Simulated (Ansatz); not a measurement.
The start is a generated cell, Ge2Sb2Te5 placed in the Ge2Sb2Te5-Kooi structure type. Cell shape, volume and atoms are optimised at zero target pressure with PBEsol (plane waves to 420 eV, PAW, scalar-relativistic; Ansatz, a quantum-chemistry and plane-wave program). First-step values are on the input's coarse k-mesh.

Ansatz input (later rounds restart from its end on a renewed k-mesh):
Ansatz 0.2 input:
```yaml
crystal:
  lattice:
    - [4.2199999, 0, 0]
    - [-2.11, 3.6546271, 0]
    - [0, 0, 17.24]
  atoms:
    - { symbol: Te, position: [0, 0, 0] }
    - { symbol: Ge, position: [0.66666667, 0.33333333, 0.106] }
    - { symbol: Ge, position: [0.33333333, 0.66666667, 0.894] }
    - { symbol: Te, position: [0.33333333, 0.66666667, 0.205] }
    - { symbol: Te, position: [0.66666667, 0.33333333, 0.795] }
    - { symbol: Sb, position: [0, 0, 0.317] }
    - { symbol: Sb, position: [0, 0, 0.683] }
    - { symbol: Te, position: [0.66666667, 0.33333333, 0.421] }
    - { symbol: Te, position: [0.33333333, 0.66666667, 0.579] }
basis: { ecutwfc: 420, ecutrho_ratio: 4, xc_grid: 2, fft_grid_basis: typed }
kpoints: { mp_grid: { grid: [6, 6, 2] } }
hamiltonian:
  xc: pbesol
  dispersion: none
  pseudopotentials: { azcp: { folder: ./paw }, kind: paw }
scf: { occupations: { method: fermi_dirac, width: 0.05 } }
relax: { f_tol: 0.01, max_steps: 100, cell: { stress_tol: 0.02 } }
output: { forces: true, stress: true }
```

```json
{
 "largest_initial_force": "0.62 eV/Å, on Sb6, Sb7 (atoms numbered as listed)",
 "outcome": "The space group stays P-3m1 (No. 164) (the run could not lower it), with 9 atoms in the primitive cell",
 "energy_released": "0.01 eV/atom",
 "Shortest distances (start → end)": "The closest pairs of elements (up to four, under 3.6 Å), start → end: Ge–Te 2.97 → 2.95 Å; Sb–Te 3.03 → 2.98 Å",
 "band_gap_at_the_end": "0.15 eV, direct at Γ (no spin-orbit coupling)",
 "optimiser_moves": "8"
}
```

Relaxed structure:

```cif
data_Ge2Sb2Te5
_chemical_formula_sum 'Te5 Ge2 Sb2'
_space_group_name_H-M_alt 'P-3m1'
_space_group_IT_number 164
_space_group_name_Hall '-P 3 2"'
_cell_length_a 4.22357
_cell_length_b 4.22357
_cell_length_c 16.87175
_cell_angle_alpha 90.000
_cell_angle_beta 90.000
_cell_angle_gamma 120.000
loop_
_atom_site_label
_atom_site_type_symbol
_atom_site_symmetry_multiplicity
_atom_site_Wyckoff_symbol
_atom_site_fract_x
_atom_site_fract_y
_atom_site_fract_z
_atom_site_occupancy
Te1 Te 1 a 0.00000 0.00000 0.00000 1
Ge1 Ge 2 d 0.66667 0.33333 0.10036 1
Te2 Te 2 d 0.33333 0.66667 0.19856 1
Sb1 Sb 2 c 0.00000 0.00000 0.31709 1
Te3 Te 2 d 0.66667 0.33333 0.41911 1
```

Final values are on a 9×9×2 k-mesh of the relaxed cell. No spin polarisation in the result. Spin-orbit coupling is missing; with elements this heavy it can move band edges by tenths of an eV or more.

The run could not lose the symmetry of its start.

The first start was generated by placing the elements on the sites of a structure type. Materials Project lists a structure of Ge2Sb2Te5 in the same space group, P-3m1 (No. 164); the sites were not compared with it, nor with measured phases.
